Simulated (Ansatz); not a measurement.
**YRh₂: pressure against volume**

A database entry relaxed whole under r2SCAN (Fd-3m):

```
CELL_PARAMETERS angstrom
0.00000 3.75015 3.75015
3.75015 0.00000 3.75015
3.75015 3.75015 0.00000
ATOMIC_POSITIONS crystal
Y 0.00000 0.00000 0.00000
Y 0.25000 0.25000 0.25000
Rh 0.62500 0.62500 0.62500
Rh 0.12500 0.62500 0.62500
Rh 0.62500 0.62500 0.12500
Rh 0.62500 0.12500 0.62500
```

The cell was scaled uniformly, its shape held, and the atoms relaxed at each volume with plane-wave PAW DFT (Ansatz 0.2.0; r2SCAN, 500 eV, 8×8×8 Γ-centred mesh, fermi-dirac occupations of width 0.100 eV; no spin, no spin-orbit coupling). One row is withheld.

```csv
volume (Å³/atom),energy over the lowest (meV/atom),pressure (GPa)
16.525,35.7,11.81
16.877,15.0,7.43
17.229,3.4,3.51
17.580,0.0,0.00
17.932,3.9,-3.14
18.283,?,?
18.635,30.4,-8.45
```

Q: Fit the pressures of the other rows to the third-order Birch-Murnaghan form.

A: With f = [(V₀/V)^(2/3) − 1]/2 and P = 3B₀f(1 + 2f)^(5/2)[1 + 3(B₀′ − 4)f/2], least squares gives V₀ = 17.58 Å³ an atom, B₀ = 166 GPa and B₀′ = 4.6; the rows miss the fit by less than 0.01 GPa. The slope of the energies differs from these pressures by 0.16 GPa, since they are taken to zero smearing while pressures follow the free energy.

Q: What does the withheld row hold?

A: The fit gives -5.94 GPa at 18.283 Å³; the run gave -5.94 GPa and 14.2 meV an atom.

Caveats: the shape of the cell was held; 0 K, fixed nuclei; the symmetry was kept, and this need not be the phase that is stable at 0 K; one mesh for all volumes; pressure is positive in compression.
